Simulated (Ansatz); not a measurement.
ZnCu (CsCl type), relaxed and computed with several functionals in Ansatz (plane waves, PAW). Much of their spread follows the volume that each gives.

```tsv
functional	V (Å³/atom)	highest Γ mode, no LO–TO term (cm⁻¹)
LDA	11.81	218
PBEsol	12.30	?
PBE	13.01	194
r²SCAN	12.43	209
```

**Question.** Fit a straight line to ln ω against ln V and predict the withheld value.

**Answer.** Least squares on the 3 shown rows: ln ω = -1.20 × ln V + (8.353), with a scatter of 1 %. For PBEsol this gives 209. The run itself gave 211, within the scatter.

All cells were relaxed under the symmetry of their starts (and spin orders); stability against distortions was not tested throughout. Rows with no word on spin ran without spin polarisation.

Potentials: the later of the program's two PAW sets.

Ansatz (a first-principles code) is a plane-wave DFT program.
